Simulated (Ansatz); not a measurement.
GaAs:
```cif
data_AsGa
_chemical_formula_sum 'As1 Ga1'
_space_group_name_H-M_alt 'P 1'
_space_group_IT_number 1
_cell_length_a 4.06196
_cell_length_b 4.06196
_cell_length_c 4.06196
_cell_angle_alpha 60.000
_cell_angle_beta 60.000
_cell_angle_gamma 60.000
loop_
_space_group_symop_operation_xyz
  'x, y, z'
loop_
_atom_site_label
_atom_site_type_symbol
_atom_site_fract_x
_atom_site_fract_y
_atom_site_fract_z
_atom_site_occupancy
As1 As 0.75000 0.75000 0.75000 1
Ga1 Ga 0.00000 0.00000 0.00000 1
```

Relaxed with PBE. 

HSE06 on this cell (Ansatz, a quantum-chemistry and plane-wave program, PAW) gives a gap of 1.02 eV. What does PBE give?

0.16 eV.

Cost on shared cores: the PBE run (SCF on a 8×8×8 mesh, then bands and DOS) very roughly 19 core-seconds, the HSE06 run (SCF on 6×6×6, then a few points) roughly 2.3 core-minutes; the tasks are unlike.

Space group F-43m (zinc blende). Symmetry was held in the PBE relaxation; phonons on a q-mesh show no instability. Spin–orbit coupling is left out wherever it is not named.

Potentials: the later of the program's two PAW sets.

Ansatz is a plane-wave DFT program.
